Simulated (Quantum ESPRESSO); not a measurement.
# NbAl2Mo4Hf: finding a planted mistake in a log

Simulated, not a measurement. The program is pw.x of Quantum ESPRESSO 7.5 (plane-wave density functional theory). The cell is made up: eight metal atoms on a hexagonal close-packed lattice, with elements, volume, strain and displacements drawn at random and not relaxed, so it may be unstable or far from any real phase. PseudoDojo standard norm-conserving files set the functional (PBE unless stated); there is no spin polarisation or spin-orbit coupling, the Fermi-Dirac width of 0.25 eV means electrons at about 2900 K, and the masses in the input are unused placeholders. Heavy elements are run without spin-orbit coupling, which real alloys of them have. A spin test at this wide smearing found no moment, but such smearing suppresses magnetism that the real alloy may have.

Intended input:

```
&control calculation='scf', pseudo_dir='./dojo.nc.sr.pbe.v0_5.standard.upf', outdir='./o', disk_io='minimal', tprnfor=.true., tstress=.true. /
&system ibrav=0, nat=8, ntyp=4, nbnd=60, ecutwfc=82.02448710, nosym=.true., tot_charge=0,
 occupations='smearing', smearing='fd', degauss=0.0183746611
/
&electrons conv_thr=1.470e-08, electron_maxstep=70, mixing_beta=0.5 /
ATOMIC_SPECIES
Al 1.0 Al.upf
Hf 1.0 Hf.upf
Mo 1.0 Mo.upf
Nb 1.0 Nb.upf
CELL_PARAMETERS angstrom
-2.9674 0.0016 -0.0315
-0.0526 5.1446 -4.5635
-0.047 -5.1102 -4.5258
ATOMIC_POSITIONS angstrom
Nb 0.0312 -0.0329 -0.0154
Al 0.0097 1.7452 -2.192
Al -0.1375 0.0283 -4.4902
Mo -0.0422 1.6976 -6.8824
Mo -1.4783 -0.8636 -2.2815
Mo -1.5445 -2.5091 -4.5318
Mo -1.5697 -0.7489 -6.8393
Hf -1.5298 2.5642 -4.5441
K_POINTS automatic
8 4 4 1 1 1
```

The log is shortened where brackets say so; the opening notice, blank lines, dates and the lines on written files are dropped, and the path of the files is cut. It prints rydbergs, bohrs and kilobars, and counts compression as positive stress. Its total energy is the free energy E - TS of the whole cell.

Log of the intended run:

```
     Program PWSCF v.7.5
     Parallel version (MPI & OpenMP), running on       4 processor cores
     Number of MPI processes:                 4
     Threads/MPI process:                     1
     [start-up lines left out]
     bravais-lattice index     =            0
     lattice parameter (alat)  =       5.6079  a.u.
     unit-cell volume          =     933.1332 (a.u.)^3
     number of atoms/cell      =            8
     number of atomic types    =            4
     number of electrons       =        87.00
     number of Kohn-Sham states=           60
     kinetic-energy cutoff     =      82.0245  Ry
     charge density cutoff     =     328.0979  Ry
     scf convergence threshold =      1.5E-08
     mixing beta               =       0.5000
     number of iterations used =            8  plain     mixing
     Exchange-correlation= PBE
                           (   1   4   3   4   0   0   0)
     [axes and pseudopotential details left out]
   Cartesian axes
     site n.     atom                  positions (alat units)
         1        Nb     tau(   1) = (   0.0105137  -0.0110865  -0.0051894  )
         2        Al     tau(   2) = (   0.0032687   0.5880911  -0.7386521  )
         3        Al     tau(   3) = (  -0.0463342   0.0095364  -1.5130910  )
         4        Mo     tau(   4) = (  -0.0142204   0.5720510  -2.3192058  )
         5        Mo     tau(   5) = (  -0.4981521  -0.2910127  -0.7688115  )
         6        Mo     tau(   6) = (  -0.5204599  -0.8455073  -1.5271093  )
         7        Mo     tau(   7) = (  -0.5289517  -0.2523616  -2.3046821  )
         8        Hf     tau(   8) = (  -0.5155064   0.8640747  -1.5312541  )
     number of k points=    64  Fermi-Dirac smearing, width (Ry)=  0.0184
                       cart. coord. in units 2pi/alat
        k(    1) = (  -0.0616444  -0.0003313  -0.0809483), wk =   0.0312500
        k(    2) = (  -0.0608141  -0.0729777  -0.1628549), wk =   0.0312500
     [further k points left out]
     Dense  grid:    93639 G-vectors     FFT dimensions: (  36,  75,  75)
     Estimated max dynamical RAM per process >     329.46 MB
     Estimated total dynamical RAM >       1.22 GB
     Initial potential from superposition of free atoms
     starting charge      86.9852, renormalised to      87.0000
     Starting wfcs are   68 randomized atomic wfcs
     total cpu time spent up to now is        6.4 secs
     per-process dynamical memory:   257.7 Mb
     Self-consistent Calculation
     iteration #  1     ecut=    82.02 Ry     beta= 0.50
     Davidson diagonalization with overlap
     ethr =  1.00E-02,  avg # of iterations =  2.4
     total cpu time spent up to now is       21.1 secs
     total energy              =    -808.21885372 Ry
     estimated scf accuracy    <       1.39162187 Ry
     iteration #  2     ecut=    82.02 Ry     beta= 0.50
     Davidson diagonalization with overlap
     ethr =  1.60E-03,  avg # of iterations =  6.0
     total cpu time spent up to now is       37.8 secs
     total energy              =    -807.59002616 Ry
     estimated scf accuracy    <      14.19710979 Ry
     [iterations 3 to 17 left out]
     iteration # 18     ecut=    82.02 Ry     beta= 0.50
     Davidson diagonalization with overlap
     ethr =  1.79E-10,  avg # of iterations =  1.8
     total cpu time spent up to now is      242.1 secs
     total energy              =    -808.84667461 Ry
     estimated scf accuracy    <       0.00000011 Ry
     iteration # 19     ecut=    82.02 Ry     beta= 0.50
     Davidson diagonalization with overlap
     ethr =  1.31E-10,  avg # of iterations =  1.0
     total cpu time spent up to now is      253.1 secs
     End of self-consistent calculation
     [lines on levels left out]
!    total energy              =    -808.84667461 Ry
     estimated scf accuracy    <          8.0E-09 Ry
     smearing contrib. (-TS)   =      -0.13851587 Ry
     internal energy E=F+TS    =    -808.70815874 Ry
     The total energy is F=E-TS. E is the sum of the following terms:
     one-electron contribution =    -251.78590542 Ry
     hartree contribution      =     166.90112078 Ry
     xc contribution           =    -141.40546838 Ry
     ewald contribution        =    -582.41790573 Ry
     convergence has been achieved in  19 iterations
     Forces acting on atoms (cartesian axes, Ry/au):
     atom    1 type  4   force =    -0.00068971    0.03667453   -0.00501809
     atom    2 type  1   force =    -0.00643152   -0.00469809    0.01295673
     atom    3 type  1   force =     0.01664635   -0.02192869   -0.01215694
     atom    4 type  3   force =     0.00110606   -0.00545953   -0.00439873
     atom    5 type  3   force =    -0.00697716    0.01450502   -0.02914167
     atom    6 type  3   force =    -0.00428931    0.01411685    0.01602609
     atom    7 type  3   force =    -0.00050044   -0.00821880    0.04027143
     atom    8 type  2   force =     0.00113573   -0.02499129   -0.01853881
     Total force =     0.082463     Total SCF correction =     0.000429
     Computing stress (Cartesian axis) and pressure
          total   stress  (Ry/bohr**3)                   (kbar)     P=      -20.35
  -0.00013059   0.00002793  -0.00001737          -19.21        4.11       -2.56
   0.00002793  -0.00039090  -0.00015153            4.11      -57.50      -22.29
  -0.00001737  -0.00015153   0.00010638           -2.56      -22.29       15.65
     init_run     :      5.99s CPU      6.28s WALL (       1 calls)
     electrons    :    245.71s CPU    246.69s WALL (       1 calls)
     forces       :      2.38s CPU      2.38s WALL (       1 calls)
     stress       :      8.61s CPU      8.61s WALL (       1 calls)
     [timing details left out]
     PWSCF        :   4m22.86s CPU   4m24.15s WALL
     JOB DONE.
```

A second run was made from an input with one planted mistake. Its log:

```
     Program PWSCF v.7.5
     Parallel version (MPI & OpenMP), running on       4 processor cores
     Number of MPI processes:                 4
     Threads/MPI process:                     1
     [start-up lines left out]
     bravais-lattice index     =            0
     lattice parameter (alat)  =       5.6079  a.u.
     unit-cell volume          =     933.1332 (a.u.)^3
     number of atoms/cell      =            8
     number of atomic types    =            5
     number of electrons       =        97.00
     number of Kohn-Sham states=           65
     kinetic-energy cutoff     =      82.0245  Ry
     charge density cutoff     =     328.0979  Ry
     scf convergence threshold =      1.5E-08
     mixing beta               =       0.5000
     number of iterations used =            8  plain     mixing
     Exchange-correlation= PBE
                           (   1   4   3   4   0   0   0)
     [axes and pseudopotential details left out]
   Cartesian axes
     site n.     atom                  positions (alat units)
         1        Nb     tau(   1) = (   0.0105137  -0.0110865  -0.0051894  )
         2        Ga     tau(   2) = (   0.0032687   0.5880911  -0.7386521  )
         3        Al     tau(   3) = (  -0.0463342   0.0095364  -1.5130910  )
         4        Mo     tau(   4) = (  -0.0142204   0.5720510  -2.3192058  )
         5        Mo     tau(   5) = (  -0.4981521  -0.2910127  -0.7688115  )
         6        Mo     tau(   6) = (  -0.5204599  -0.8455073  -1.5271093  )
         7        Mo     tau(   7) = (  -0.5289517  -0.2523616  -2.3046821  )
         8        Hf     tau(   8) = (  -0.5155064   0.8640747  -1.5312541  )
     number of k points=    64  Fermi-Dirac smearing, width (Ry)=  0.0184
                       cart. coord. in units 2pi/alat
        k(    1) = (  -0.0616444  -0.0003313  -0.0809483), wk =   0.0312500
        k(    2) = (  -0.0608141  -0.0729777  -0.1628549), wk =   0.0312500
     [further k points left out]
     Dense  grid:    93639 G-vectors     FFT dimensions: (  36,  75,  75)
     Estimated max dynamical RAM per process >     354.69 MB
     Estimated total dynamical RAM >       1.32 GB
     Initial potential from superposition of free atoms
     starting charge      96.9850, renormalised to      97.0000
     Starting wfcs are   73 randomized atomic wfcs
     total cpu time spent up to now is        7.3 secs
     per-process dynamical memory:   275.6 Mb
     Self-consistent Calculation
     iteration #  1     ecut=    82.02 Ry     beta= 0.50
     Davidson diagonalization with overlap
     ethr =  1.00E-02,  avg # of iterations =  2.3
     total cpu time spent up to now is       23.9 secs
     total energy              =    -956.54348883 Ry
     estimated scf accuracy    <       1.36105519 Ry
     iteration #  2     ecut=    82.02 Ry     beta= 0.50
     Davidson diagonalization with overlap
     ethr =  1.40E-03,  avg # of iterations =  6.5
     total cpu time spent up to now is       42.7 secs
     total energy              =    -955.83570956 Ry
     estimated scf accuracy    <      15.27970669 Ry
     [iterations 3 to 18 left out]
     iteration # 19     ecut=    82.02 Ry     beta= 0.50
     Davidson diagonalization with overlap
     ethr =  2.74E-10,  avg # of iterations =  1.0
     total cpu time spent up to now is      278.8 secs
     total energy              =    -957.15110361 Ry
     estimated scf accuracy    <       0.00000020 Ry
     iteration # 20     ecut=    82.02 Ry     beta= 0.50
     Davidson diagonalization with overlap
     ethr =  2.08E-10,  avg # of iterations =  1.0
     total cpu time spent up to now is      292.1 secs
     End of self-consistent calculation
     [lines on levels left out]
!    total energy              =    -957.15110363 Ry
     estimated scf accuracy    <          2.4E-09 Ry
     smearing contrib. (-TS)   =      -0.13789821 Ry
     internal energy E=F+TS    =    -957.01320542 Ry
     The total energy is F=E-TS. E is the sum of the following terms:
     one-electron contribution =    -244.53322059 Ry
     hartree contribution      =     178.31841560 Ry
     xc contribution           =    -181.12982561 Ry
     ewald contribution        =    -709.66857482 Ry
     convergence has been achieved in  20 iterations
     Forces acting on atoms (cartesian axes, Ry/au):
     atom    1 type  5   force =    -0.00104308    0.03734106   -0.00690946
     atom    2 type  2   force =    -0.00468309   -0.00313783    0.01129928
     atom    3 type  1   force =     0.01672602   -0.02437505   -0.01433660
     atom    4 type  4   force =     0.00124863   -0.00424767   -0.00388009
     atom    5 type  4   force =    -0.00665942    0.01233430   -0.02937124
     atom    6 type  4   force =    -0.00446723    0.01271728    0.01626707
     atom    7 type  4   force =    -0.00114684   -0.00512955    0.03870874
     atom    8 type  3   force =     0.00002503   -0.02550253   -0.01177771
     Total force =     0.080853     Total SCF correction =     0.000182
     Computing stress (Cartesian axis) and pressure
          total   stress  (Ry/bohr**3)                   (kbar)     P=      -22.78
  -0.00012783   0.00002477  -0.00001450          -18.80        3.64       -2.13
   0.00002477  -0.00037930  -0.00012217            3.64      -55.80      -17.97
  -0.00001450  -0.00012217   0.00004261           -2.13      -17.97        6.27
     init_run     :      6.63s CPU      6.96s WALL (       1 calls)
     electrons    :    283.98s CPU    284.82s WALL (       1 calls)
     forces       :      2.59s CPU      2.59s WALL (       1 calls)
     stress       :      9.39s CPU      9.39s WALL (       1 calls)
     [timing details left out]
     PWSCF        :   5m 2.93s CPU   5m 4.13s WALL
     JOB DONE.
```

Question: the log repeats what the program read. Compare it with the intended run: what was wrong in the second input?

Answer: one atom is of a wrong element. The input lines that differ:

```
- &system ibrav=0, nat=8, ntyp=4, nbnd=60, ecutwfc=82.02448710, nosym=.true., tot_charge=0,
+ &system ibrav=0, nat=8, ntyp=5, nbnd=65, ecutwfc=82.02448710, nosym=.true., tot_charge=0,
+ Ga 1.0 Ga.upf
- Al 0.0097 1.7452 -2.192
+ Ga 0.0097 1.7452 -2.192
```

|  | intended run | run with the mistake |
| --- | --- | --- |
| free energy (eV) | -11004.920 | -13022.704 |
| entropy term -TS, part of it (eV) | -1.885 | -1.876 |
| pressure (GPa) | -2.04 | -2.28 |
| size of the largest force component (eV/Å) | 1.035 | 0.995 |
| largest change of a force component (eV/Å) |  | 0.174 |
| iterations | 19 | 20 |

For scale, a rerun of the intended cell at a higher cutoff and on a denser mesh moved values by no more than 0.003 eV in energy, 0.04 GPa in stress and 0.008 eV/Å in force, and a second program with other atomic files agreed on that cell to 2 % rms in force and 0.5 GPa in pressure. Files of another functional or element have another zero of energy, so the energy change says nothing on stability. The number of bands, nbnd, was set by rule from the electron count, so it follows the mistake.